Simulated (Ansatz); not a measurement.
Input and output for W (bcc type): DFT, PBE, PAW with Ansatz's default frozen-core files, scalar-relativistic (Ansatz 0.2.0). This run: cell relaxed at zero pressure.

The start is a guessed cell.

Command: `ansatz run input.yaml --threads 1 --pin off --max-ram 2048MiB --backend cpu --events-out ev --progress --plain --runs-dir out` It took 4.7 s on 1 thread of Intel(R) Xeon(R) Platinum 8488C (Sapphire Rapids), on a shared host, peak memory 0.38 GiB.

```yaml
crystal:
  lattice:
    - [-1.5921819128, 1.5921819128, 1.5921819128]
    - [1.5921819128, -1.5921819128, 1.5921819128]
    - [1.5921819128, 1.5921819128, -1.5921819128]
  atoms:
    - { symbol: W, position: [0.0, 0.0, 0.0] }
kpoints:
  mp_grid: { grid: [19, 19, 19] }
scf:
  occupations: { method: fermi_dirac, width: 0.05 }
hamiltonian:
  xc: pbe
  pseudopotentials: { kind: paw }
output:
  forces: true
  stress: true
relax:
  f_tol: 0.005
  max_steps: 40
  cell: {}
```

Output:

```
Engine: ansatz 0.2.0
Pseudopotentials: kind: paw
Pseudopotential: W, paw, valence charge 14, recommended cutoff 420 eV (normal), W.paw.azcp
Functional definition: PBE
  parameter kappa = 0.804
  parameter beta = 0.06672455060314922
  exchange = pbe_x(kappa = kappa, mu = beta*pi^2/3)
  correlation = pbe_c(beta = beta)
Crystal: 1 atoms, lattice volume = 16.145 Å³
Basis set: ecut = 420 eV, 321 PW (Γ), exchange–correlation on 40×40×40 points (8 copies of the dense FFT grid, shifted against one another)
Bands: 11, of which v1, the nominal top of the filled ones, is band 7 counted from 1 (6 counted from 0)
Symmetry: 48 space group operations
Space group: Im-3m (ITA 229), of the structure as read, at distance tolerance 2.5e-5 Å
k-points: 220 of 6859
Non-local potential: W, projectors of the file, l = 0: 3, l = 1: 2, l = 2: 2, l = 3: 1
PAW form: soft (Blöchl's): semilocal exchange-correlation on the pseudo side does not see the compensation charge
PAW one-centre angular grid: W, 590 points (default); XC on 64 Gauss nodes
Initial density: superposition of atomic densities (neutral atoms: chi_scale 0, normalization atom), corrected by the library's trained network
Initial wavefunctions: pseudopotential atomic-orbital guess
Functional: x = pbe(κ = 0.804, μ = 0.2195149727645171), c = pbe(β = 0.06672455060314922)
SCF iter   1: F=—  HF=-10384.826436 eV  |F-HF|=—  |Δ(HF+E_count)|=         —  Δρ=1.61e-3  dr2=1.56e-4  ethr=1.77e-3  ⟨swp⟩=5.0  Hψ=12788  notcnv=0
preconditioner: auto → none  [metal: Δε(μ)=0.024 eV  Ē_g=8.884 eV  σ=0.050 eV  W_gap=0.12  n_scr=0 (ndim 8)  ℏωp=22.6 eV  f_vac=0.000  D(μ)=0.42/eV (n_scr^D=0)]
SCF iter   2: F=—  HF=-10384.826186 eV  |F-HF|=—  |Δ(HF+E_count)|=   2.50e-4  Δρ=7.92e-4  dr2=2.74e-5  ethr=1.12e-6  ⟨swp⟩=2.4  Hψ=5491  notcnv=0
SCF iter   3: F=—  HF=-10384.826215 eV  |F-HF|=—  |Δ(HF+E_count)|=   2.93e-5  Δρ=1.37e-4  dr2=1.73e-6  ethr=1.95e-7  ⟨swp⟩=2.0  Hψ=3670  notcnv=0
SCF iter   4: F=—  HF=-10384.826215 eV  |F-HF|=—  |Δ(HF+E_count)|=   2.08e-7  Δρ=8.40e-5  dr2=8.69e-7  ethr=1.24e-8  ⟨swp⟩=2.0  Hψ=3962  notcnv=0
SCF iter   5: F=—  HF=-10384.826215 eV  |F-HF|=—  |Δ(HF+E_count)|=   3.00e-7  Δρ=3.63e-5  dr2=1.62e-7  ethr=6.20e-9  ⟨swp⟩=2.0  Hψ=3613  notcnv=0
SCF iter   6: F=-10384.826215 eV  HF=-10384.826215 eV  |F-HF|=5.99e-9  |Δ(HF+E_count)|=   6.53e-8  Δρ=7.85e-6  dr2=7.64e-9  ethr=7.14e-10  ⟨swp⟩=4.2  Hψ=7699  notcnv=0
SCF 1 converged in 6 iterations: F = -10384.826215 eV  dr2 = 7.64e-9
  greatest PAW one-centre occupation: 1.000 electrons in one spin orbital (limit 2), on the W atom at site 0 (counted from 0), in its partial waves of l = 0
relax step   1: F+E_penalty+E_count = -10384.82621493 eV  Δ(F+E_penalty+E_count) = +0.000e0 eV  max|allowed force component| = 0.000e0 eV/Å  Δτ_max = 0.0000 Å  P = -0.333 GPa  Ω = 16.145 Å³  (6 SCF iters, dr2 threshold 1.00e-7 eV, accepted)
Crystal: 1 atoms, lattice volume = 16.077 Å³
Initial density: handed on by an earlier stage of this run
Initial wavefunctions: those handed on with the density
iter 1 solved again at ethr=2.59e-8 eV; its pass at ethr=3.10e-3 eV (dr2=3.63e-6 eV) is discarded
SCF iter   1: F=—  HF=-10384.826116 eV  |F-HF|=—  |Δ(HF+E_count)|=         —  Δρ=1.48e-4  dr2=1.01e-6  ethr=2.59e-8  ⟨swp⟩=2.1  Hψ=16220  notcnv=0
preconditioner: auto → none  [metal: Δε(μ)=0.006 eV  Ē_g=8.929 eV  σ=0.050 eV  W_gap=0.03  n_scr=0 (ndim 8)  ℏωp=22.7 eV  f_vac=0.000  D(μ)=0.41/eV (n_scr^D=0)]
SCF iter   2: F=—  HF=-10384.826115 eV  |F-HF|=—  |Δ(HF+E_count)|=   8.45e-7  Δρ=7.10e-5  dr2=1.77e-7  ethr=7.25e-9  ⟨swp⟩=2.5  Hψ=4041  notcnv=0
SCF iter   3: F=-10384.826115 eV  HF=-10384.826115 eV  |F-HF|=4.63e-9  |Δ(HF+E_count)|=   2.38e-7  Δρ=1.26e-5  dr2=7.08e-9  ethr=7.14e-10  ⟨swp⟩=4.0  Hψ=6994  notcnv=0
SCF 2 converged in 3 iterations: F = -10384.826115 eV  dr2 = 7.08e-9
relax step   2: F+E_penalty+E_count = -10384.82611530 eV  Δ(F+E_penalty+E_count) = +9.963e-5 eV  max|allowed force component| = 0.000e0 eV/Å  Δτ_max = 0.0000 Å  P = +0.951 GPa  Ω = 16.077 Å³  energy of the carried Pulay correction = +3.145e-5 eV  (3 SCF iters, dr2 threshold 1.00e-7 eV, rejected (line search))
Crystal: 1 atoms, lattice volume = 16.127 Å³
iter 1 solved again at ethr=1.21e-8 eV; its pass at ethr=3.10e-3 eV (dr2=1.70e-6 eV) is discarded
SCF iter   1: F=—  HF=-10384.826243 eV  |F-HF|=—  |Δ(HF+E_count)|=         —  Δρ=9.56e-5  dr2=3.93e-7  ethr=1.21e-8  ⟨swp⟩=2.1  Hψ=16262  notcnv=0
preconditioner: auto → none  [metal: Δε(μ)=0.023 eV  Ē_g=8.898 eV  σ=0.050 eV  W_gap=0.11  n_scr=0 (ndim 8)  ℏωp=22.6 eV  f_vac=0.000  D(μ)=0.42/eV (n_scr^D=0)]
SCF iter   2: F=—  HF=-10384.826242 eV  |F-HF|=—  |Δ(HF+E_count)|=   1.17e-6  Δρ=4.66e-5  dr2=7.50e-8  ethr=2.81e-9  ⟨swp⟩=2.2  Hψ=3901  notcnv=0
SCF iter   3: F=—  HF=-10384.826242 eV  |F-HF|=—  |Δ(HF+E_count)|=   1.04e-7  Δρ=7.36e-6  dr2=2.69e-9  ethr=5.36e-10  ⟨swp⟩=2.0  Hψ=2642  notcnv=0
SCF iter   4: F=—  HF=-10384.826242 eV  |F-HF|=—  |Δ(HF+E_count)|=   1.68e-9  Δρ=6.09e-7  dr2=1.49e-11  ethr=1.92e-11  ⟨swp⟩=2.1  Hψ=3887  notcnv=0
SCF iter   5: F=-10384.826242 eV  HF=-10384.826242 eV  |F-HF|=3.64e-12  |Δ(HF+E_count)|=  5.46e-12  Δρ=4.50e-8  dr2=1.56e-13  ethr=1.00e-12  ⟨swp⟩=5.3  Hψ=8715  notcnv=0
SCF 3 converged in 5 iterations: F = -10384.826242 eV  dr2 = 1.56e-13
relax step   3: F+E_penalty+E_count = -10384.82624166 eV  Δ(F+E_penalty+E_count) = -2.673e-5 eV  max|allowed force component| = 0.000e0 eV/Å  Δτ_max = 0.0000 Å  P = -0.001 GPa  Ω = 16.127 Å³  energy of the carried Pulay correction = +8.170e-6 eV  (5 SCF iters, accepted)
Initial wavefunctions: pseudopotential atomic-orbital guess (no wavefunctions were taken with the density)
iter 1 solved again at ethr=3.86e-8 eV; its pass at ethr=3.10e-3 eV (dr2=5.40e-6 eV) is discarded
SCF iter   1: F=—  HF=-10384.826238 eV  |F-HF|=—  |Δ(HF+E_count)|=         —  Δρ=2.39e-6  dr2=1.46e-10  ethr=3.86e-8  ⟨swp⟩=3.0  Hψ=19734  notcnv=0
eigensolver tolerance schedule: the retry pair's looser diagonalisation over-reported the residual by 37004.17 of it (diagonalisation noise at 0.85 of the residual, at the tolerance the schedule requests for it); recorded, not acted on — ethr = c·dr2/N_el stays at c = 1.0e-1
SCF iter   2: F=—  HF=-10384.826236 eV  |F-HF|=—  |Δ(HF+E_count)|=   2.11e-6  Δρ=1.01e-6  dr2=1.96e-11  ethr=1.04e-12  ⟨swp⟩=3.4  Hψ=5062  notcnv=0
SCF iter   3: F=-10384.826236 eV  HF=-10384.826236 eV  |F-HF|=1.82e-12  |Δ(HF+E_count)|=  2.36e-11  Δρ=2.62e-7  dr2=1.41e-12  ethr=1.00e-12  ⟨swp⟩=5.1  Hψ=8612  notcnv=0
SCF 4 converged in 3 iterations: F = -10384.826236 eV  dr2 = 1.41e-12
relax step   4: F+E_penalty+E_count = -10384.82623573 eV  Δ(F+E_penalty+E_count) = +5.929e-6 eV  max|allowed force component| = 0.000e0 eV/Å  Δτ_max = 0.0000 Å  P = -0.001 GPa  Ω = 16.127 Å³  stress off target by 1.24e-3 GPa  SCF on the basis re-selected at this cell (its energy is not comparable with the rows above)  (3 SCF iters)
basis re-selected at this cell: Δ(F+E_penalty+E_count) = +5.929e-6 eV, ΔP = +0.000 GPa vs the last step (what re-selecting the basis moved, of the pressure what is left beyond the Pulay correction that the steps carried, after the strain that the cell walked since its last selection, with what the two solves' SCF thresholds leave and, on support functions, any second-order correction that the steps lacked; it is no measure of the basis error at this ecutwfc). This SCF's stress stands 1.24e-3 GPa from its target on what of the cell is left free (relax.cell.stress_tol is 5.00e-2 GPa) and its largest allowed force component is 0.00e0 eV/Å (relax.f_tol is 5.00e-3 eV/Å): within both
SCF converged after 3 iterations
Free energy (F): -10384.826236 eV
Harris-Foulkes:  -10384.826236 eV  (|F-HF|=1.82e-12)
Internal energy: -10384.822815 eV  (E = F + TS)
E sigma→0 (E₀):  -10384.824525 eV
Entropy (-TS):   -0.003421 eV (-3.421 meV/atom)
Fermi energy:    22.151804 eV
--- Per-component energies (eV) ---
  E_band       = -87.279274
  E_kinetic    = 449.524831
  E_local      = -610.567394  (includes V_loc(G=0)·N_el)
  E_nonlocal   = 0.287635
  E_hartree    = 218.498918
  E_xc         = -266.838329
  E_vxc        = -238.654825  (∫ρ·V_xc dr)
  E_paw        = -8562.392435  (= ΣΔE_a)
  E_vpaw       = -124.867286  (= ΣTr[D̂ρ^β])
  E_aug_tail   = -0.000063  (compensation charges beyond the density's cutoff)
  E_ewald      = -1613.335977
  E_smearing   = -0.003421  (= −TS)
  E_closure    = 0.000000  (closes the sum)
  Σ components = -10384.826236   (vs F -10384.826236, Δ=0.00e0)
--- Forces (eV/Å), atoms counted from 1 ---
  atom   1  W      0.00000000    -0.00000000     0.00000000
  max |Σ_I F_I| component: 4.60e-31 eV/Å
--- Stress (GPa, compression-positive) ---
       -0.001241      -0.000000       0.000000
       -0.000000      -0.001241       0.000000
        0.000000      -0.000000      -0.001241
  P = ⅓ Tr σ = -0.0012 GPa (-0.012 kbar)
--- Relaxed structure (3 steps of the walk, 2 accepted, 1 SCFs on fresh bases) ---
  F+E_penalty+E_count = -10384.82623573 eV   max|allowed force component| = 0.000e0 eV/Å   (the final SCF, on the basis selected at the relaxed cell)
  cell:  # Å, volume = 16.1272 Å³
    - [-1.5915965057337922, 1.5915965057337922, 1.5915965057337922]
    - [1.5915965057337922, -1.5915965057337922, 1.5915965057337922]
    - [1.5915965057337922, 1.5915965057337922, -1.5915965057337922]
  atoms:
    - { symbol: W, position: [0.0, 0.0, 0.0] }
```

Next run (the series' base cell), as changes to the input before:

```diff
   lattice:
-    - [-1.5921819128, 1.5921819128, 1.5921819128]
-    - [1.5921819128, -1.5921819128, 1.5921819128]
-    - [1.5921819128, 1.5921819128, -1.5921819128]
+    - [-1.5915965057, 1.5915965057, 1.5915965057]
+    - [1.5915965057, -1.5915965057, 1.5915965057]
+    - [1.5915965057, 1.5915965057, -1.5915965057]
   atoms:
   mp_grid: { grid: [19, 19, 19] }
+  band_path:
+    path:
+      - [0.0, 0.0, 0.0]
+      - [0.5, -0.5, 0.5]
+      - [0.0, 0.0, 0.5]
+      - [0.0, 0.0, 0.0]
+      - [0.25, 0.25, 0.25]
+      - [0.5, -0.5, 0.5]
+      - [0.25, 0.25, 0.25]
+      - [0.0, 0.0, 0.5]
+    npoints: 8
 scf:
   stress: true
-relax:
-  f_tol: 0.005
-  max_steps: 40
-  cell: {}
+  eigenvalues: true
+  populations: true
+  dos: { projected: true, de: 0.2, e_range: [-14, 8] }
```

Command: `ansatz run input.yaml --threads 1 --pin off --max-ram 2048MiB --backend cpu --events-out ev --progress --plain --runs-dir out` It took 2.4 s on 1 thread of Intel(R) Xeon(R) Platinum 8488C (Sapphire Rapids), on a shared host, peak memory 0.36 GiB.

Results part of the output:

```
SCF 1 converged in 6 iterations: F = -10384.826236 eV  dr2 = 9.34e-9
  greatest PAW one-centre occupation: 1.000 electrons in one spin orbital (limit 2), on the W atom at site 0 (counted from 0), in its partial waves of l = 0
NSCF: frozen V_eff on 57 k-points
SCF converged after 6 iterations
Free energy (F): -10384.826236 eV
Harris-Foulkes:  -10384.826236 eV  (|F-HF|=7.38e-9)
Internal energy: -10384.822815 eV  (E = F + TS)
E sigma→0 (E₀):  -10384.824525 eV
Entropy (-TS):   -0.003421 eV (-3.421 meV/atom)
Fermi energy:    22.151761 eV
--- Per-component energies (eV) ---
  E_band       = -87.280728
  E_kinetic    = 449.525766
  E_local      = -610.569454  (includes V_loc(G=0)·N_el)
  E_nonlocal   = 0.288008
  E_hartree    = 218.500126
  E_xc         = -266.838470
  E_vxc        = -238.654967  (∫ρ·V_xc dr)
  E_paw        = -8562.392751  (= ΣΔE_a)
  E_vpaw       = -124.867551  (= ΣTr[D̂ρ^β])
  E_aug_tail   = -0.000063  (compensation charges beyond the density's cutoff)
  E_ewald      = -1613.335977
  E_smearing   = -0.003421  (= −TS)
  E_closure    = 0.000000  (closes the sum)
  Σ components = -10384.826236   (vs F -10384.826236, Δ=0.00e0)
--- Forces (eV/Å), atoms counted from 1 ---
  atom   1  W     -0.00000000     0.00000000    -0.00000000
  max |Σ_I F_I| component: 7.40e-32 eV/Å
--- Stress (GPa, compression-positive) ---
       -0.001837       0.000000      -0.000000
       -0.000000      -0.001837      -0.000000
        0.000000       0.000000      -0.001837
  P = ⅓ Tr σ = -0.0018 GPa (-0.018 kbar)
--- Band table (eV; the first three rows and the last of 220) ---
  k-point 0: bands = ["-51.9389", "-15.5642", "-15.5642", "-15.5642", "12.6508", "20.9778", "20.9778", "20.9778", "24.3977", "24.3977", "36.6560"]
  k-point 1: bands = ["-51.9356", "-15.5999", "-15.5754", "-15.5644", "12.7828", "20.8978", "20.9609", "21.1050", "24.2683", "24.3990", "36.7679"]
  k-point 2: bands = ["-51.9258", "-15.7022", "-15.6076", "-15.5648", "13.1659", "20.6750", "20.8882", "21.4830", "23.9800", "24.4085", "37.0541"]
  k-point 219: bands = ["-51.7218", "-16.4211", "-16.4149", "-16.4149", "16.5192", "16.5377", "26.8940", "26.8940", "27.1582", "30.0552", "30.6959"]
--- Löwdin populations: 1 site ---
  site symbol       q [e]
     0      W     13.8537
  spilling = 0.010447 (of n_electrons = 14.000000)
```

Next run (the series' base cell, core large), as changes to the input before:

```diff
   mp_grid: { grid: [19, 19, 19] }
-  band_path:
-    path:
-      - [0.0, 0.0, 0.0]
-      - [0.5, -0.5, 0.5]
-      - [0.0, 0.0, 0.5]
-      - [0.0, 0.0, 0.0]
-      - [0.25, 0.25, 0.25]
-      - [0.5, -0.5, 0.5]
-      - [0.25, 0.25, 0.25]
-      - [0.0, 0.0, 0.5]
-    npoints: 8
 scf:
   xc: pbe
-  pseudopotentials: { kind: paw }
+  pseudopotentials: { kind: paw, core: large }
 output:
   eigenvalues: true
-  populations: true
-  dos: { projected: true, de: 0.2, e_range: [-14, 8] }
+  write_density: true
+  write_potential: true
+  elf: true
+  volumetric_format: npy
```

Results part of the output:

```
Warning: of W the run reads no dataset of the core that `hamiltonian.pseudopotentials.core` asks for: this build lists none beside the file that it uses, or the input names that file
SCF 1 converged in 6 iterations: F = -10384.826236 eV  dr2 = 9.34e-9
  greatest PAW one-centre occupation: 1.000 electrons in one spin orbital (limit 2), on the W atom at site 0 (counted from 0), in its partial waves of l = 0
SCF converged after 6 iterations
Free energy (F): -10384.826236 eV
Harris-Foulkes:  -10384.826236 eV  (|F-HF|=7.38e-9)
Internal energy: -10384.822815 eV  (E = F + TS)
E sigma→0 (E₀):  -10384.824525 eV
Entropy (-TS):   -0.003421 eV (-3.421 meV/atom)
Fermi energy:    22.151761 eV
--- Per-component energies (eV) ---
  E_band       = -87.280728
  E_kinetic    = 449.525766
  E_local      = -610.569454  (includes V_loc(G=0)·N_el)
  E_nonlocal   = 0.288008
  E_hartree    = 218.500126
  E_xc         = -266.838470
  E_vxc        = -238.654967  (∫ρ·V_xc dr)
  E_paw        = -8562.392751  (= ΣΔE_a)
  E_vpaw       = -124.867551  (= ΣTr[D̂ρ^β])
  E_aug_tail   = -0.000063  (compensation charges beyond the density's cutoff)
  E_ewald      = -1613.335977
  E_smearing   = -0.003421  (= −TS)
  E_closure    = 0.000000  (closes the sum)
  Σ components = -10384.826236   (vs F -10384.826236, Δ=0.00e0)
--- Forces (eV/Å), atoms counted from 1 ---
  atom   1  W      0.00000000    -0.00000000     0.00000000
  max |Σ_I F_I| component: 7.60e-32 eV/Å
--- Stress (GPa, compression-positive) ---
       -0.001839      -0.000000       0.000000
       -0.000000      -0.001839       0.000000
        0.000000       0.000000      -0.001839
  P = ⅓ Tr σ = -0.0018 GPa (-0.018 kbar)
--- Band table (eV; the first three rows and the last of 220) ---
  k-point 0: bands = ["-51.9389", "-15.5642", "-15.5642", "-15.5642", "12.6508", "20.9778", "20.9778", "20.9778", "24.3977", "24.3977", "36.6560"]
  k-point 1: bands = ["-51.9356", "-15.5999", "-15.5754", "-15.5644", "12.7828", "20.8978", "20.9609", "21.1050", "24.2683", "24.3990", "36.7679"]
  k-point 2: bands = ["-51.9258", "-15.7022", "-15.6076", "-15.5648", "13.1659", "20.6750", "20.8882", "21.4830", "23.9800", "24.4085", "37.0541"]
  k-point 219: bands = ["-51.7218", "-16.4211", "-16.4149", "-16.4149", "16.5192", "16.5377", "26.8940", "26.8940", "27.1582", "30.0552", "30.6959"]
```

Next run (volume at 0.95 of the series' base cell), as changes to the input before:

```diff
   lattice:
-    - [-1.5915965057, 1.5915965057, 1.5915965057]
-    - [1.5915965057, -1.5915965057, 1.5915965057]
-    - [1.5915965057, 1.5915965057, -1.5915965057]
+    - [-1.5646150814, 1.5646150814, 1.5646150814]
+    - [1.5646150814, -1.5646150814, 1.5646150814]
+    - [1.5646150814, 1.5646150814, -1.5646150814]
   atoms:
   xc: pbe
-  pseudopotentials: { kind: paw, core: large }
+  pseudopotentials: { kind: paw }
 output:
   eigenvalues: true
-  write_density: true
-  write_potential: true
-  elf: true
-  volumetric_format: npy
+  populations: true
```

Results part of the output:

```
SCF 1 converged in 6 iterations: F = -10384.784736 eV  dr2 = 6.01e-8
  greatest PAW one-centre occupation: 1.000 electrons in one spin orbital (limit 2), on the W atom at site 0 (counted from 0), in its partial waves of l = 0
SCF converged after 6 iterations
Free energy (F): -10384.784736 eV
Harris-Foulkes:  -10384.784736 eV  (|F-HF|=5.00e-8)
Internal energy: -10384.781981 eV  (E = F + TS)
E sigma→0 (E₀):  -10384.783359 eV
Entropy (-TS):   -0.002754 eV (-2.754 meV/atom)
Fermi energy:    23.480099 eV
--- Per-component energies (eV) ---
  E_band       = -69.312125
  E_kinetic    = 452.231833
  E_local      = -574.948954  (includes V_loc(G=0)·N_el)
  E_nonlocal   = 0.557836
  E_hartree    = 208.928914
  E_xc         = -267.754657
  E_vxc        = -239.869757  (∫ρ·V_xc dr)
  E_paw        = -8562.639309  (= ΣΔE_a)
  E_vpaw       = -125.134021  (= ΣTr[D̂ρ^β])
  E_aug_tail   = -0.000064  (compensation charges beyond the density's cutoff)
  E_ewald      = -1641.157581
  E_smearing   = -0.002754  (= −TS)
  E_closure    = 0.000000  (closes the sum)
  Σ components = -10384.784736   (vs F -10384.784736, Δ=0.00e0)
--- Forces (eV/Å), atoms counted from 1 ---
  atom   1  W     -0.00000000     0.00000000     0.00000000
  max |Σ_I F_I| component: 6.78e-32 eV/Å
--- Stress (GPa, compression-positive) ---
       17.266496       0.000000       0.000000
        0.000000      17.266496       0.000000
       -0.000000      -0.000000      17.266496
  P = ⅓ Tr σ = 17.2665 GPa (172.665 kbar)
--- Band table (eV; the first three rows and the last of 220) ---
  k-point 0: bands = ["-50.5542", "-14.0991", "-14.0991", "-14.0991", "13.6901", "22.2102", "22.2102", "22.2102", "25.8385", "25.8385", "38.0958"]
  k-point 1: bands = ["-50.5500", "-14.1418", "-14.1123", "-14.0994", "13.8308", "22.1236", "22.1918", "22.3466", "25.6953", "25.8392", "38.2180"]
  k-point 2: bands = ["-50.5378", "-14.2640", "-14.1502", "-14.1001", "14.2379", "21.8827", "22.1129", "22.7516", "25.3799", "25.8479", "38.5350"]
  k-point 219: bands = ["-50.2829", "-15.1055", "-15.0981", "-15.0981", "17.4238", "17.4461", "28.5574", "28.5574", "28.8471", "31.7982", "32.4738"]
--- Löwdin populations: 1 site ---
  site symbol       q [e]
     0      W     13.8654
  spilling = 0.009618 (of n_electrons = 14.000000)
```

Next run (volume at 0.95 of the series' base cell, ecut 600), as changes to the input before:

```diff
   eigenvalues: true
-  populations: true
+basis:
+  ecutwfc: 600
```

Command: `ansatz run input.yaml --threads 1 --pin off --max-ram 2048MiB --backend cpu --events-out ev --progress --plain --runs-dir out` It took 2.2 s on 1 thread of Intel(R) Xeon(R) Platinum 8488C (Sapphire Rapids), with other jobs on the host, peak memory 0.39 GiB.

Results part of the output:

```
SCF 1 converged in 6 iterations: F = -10384.786107 eV  dr2 = 1.88e-8
  greatest PAW one-centre occupation: 1.000 electrons in one spin orbital (limit 2), on the W atom at site 0 (counted from 0), in its partial waves of l = 0
SCF converged after 6 iterations
Free energy (F): -10384.786107 eV
Harris-Foulkes:  -10384.786107 eV  (|F-HF|=1.55e-8)
Internal energy: -10384.783351 eV  (E = F + TS)
E sigma→0 (E₀):  -10384.784729 eV
Entropy (-TS):   -0.002756 eV (-2.756 meV/atom)
Fermi energy:    23.480074 eV
--- Per-component energies (eV) ---
  E_band       = -69.317248
  E_kinetic    = 452.245760
  E_local      = -574.942354  (includes V_loc(G=0)·N_el)
  E_nonlocal   = 0.536669
  E_hartree    = 208.922965
  E_xc         = -267.761133
  E_vxc        = -239.878406  (∫ρ·V_xc dr)
  E_paw        = -8562.627652  (= ΣΔE_a)
  E_vpaw       = -125.121032  (= ΣTr[D̂ρ^β])
  E_aug_tail   = -0.000024  (compensation charges beyond the density's cutoff)
  E_ewald      = -1641.157581
  E_smearing   = -0.002756  (= −TS)
  E_closure    = 0.000000  (closes the sum)
  Σ components = -10384.786107   (vs F -10384.786107, Δ=0.00e0)
--- Forces (eV/Å), atoms counted from 1 ---
  atom   1  W     -0.00000000     0.00000000     0.00000000
  max |Σ_I F_I| component: 2.26e-31 eV/Å
--- Stress (GPa, compression-positive) ---
       17.244589       0.000000      -0.000000
        0.000000      17.244589       0.000000
       -0.000000       0.000000      17.244589
  P = ⅓ Tr σ = 17.2446 GPa (172.446 kbar)
--- Band table (eV; the first three rows and the last of 220) ---
  k-point 0: bands = ["-50.5555", "-14.0994", "-14.0994", "-14.0994", "13.6896", "22.2104", "22.2104", "22.2104", "25.8390", "25.8390", "38.0950"]
  k-point 1: bands = ["-50.5513", "-14.1421", "-14.1126", "-14.0997", "13.8303", "22.1239", "22.1920", "22.3468", "25.6958", "25.8397", "38.2172"]
  k-point 2: bands = ["-50.5391", "-14.2643", "-14.1505", "-14.1004", "14.2374", "21.8829", "22.1131", "22.7519", "25.3803", "25.8484", "38.5342"]
  k-point 219: bands = ["-50.2842", "-15.1059", "-15.0984", "-15.0984", "17.4239", "17.4463", "28.5576", "28.5576", "28.8474", "31.7969", "32.4728"]
```

Spin–orbit coupling is left out, which matters for the heavy atoms.
